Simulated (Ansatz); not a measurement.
TePt in space group Cmcm (No. 63; Te on 4c, Pt on 4c), r²SCAN (plane waves, PAW; program Ansatz), all energies at zero smearing, with the estimated change up to a 700 eV cutoff added, with one set of potentials and settings (totals compare only within such a set). Cell of 4 atoms (2 Te, 2 Pt): -39066.735 eV.

```json
[
 {"element": "Te", "reference phase": "P3_121, 3 atoms in the cell", "E (eV/atom)": "-6994.9041"},
 {"element": "Pt", "reference phase": "Fm-3m, 1 atoms in the cell", "E (eV/atom)": "-12538.2501"}
]
```

Formation energy per atom, worked out: (-39066.735 − 2×(-6994.9041) − 2×(-12538.2501))/4 = -0.107 eV/atom (-10 kJ per mol of atoms), at 0 K, without zero-point energy or fitted corrections.

The start of the workflow was typed in or built on a structure type; neither database checked (COD, Materials Project) lists it. COD files the formula under space group No. 166, 194, so this cell is another polymorph or a model. Its standing as an ambient phase is unchecked. Symmetry was held in the r²SCAN relaxation; whether a distortion lowers the energy is not shown. The run is not spin-polarised. The references are the lowest solids computed at this level, not always the standard phases. Scalar-relativistic: spin–orbit coupling is off unless named, which matters more the heavier the elements.

Potentials: the earlier of the program's two PAW sets.
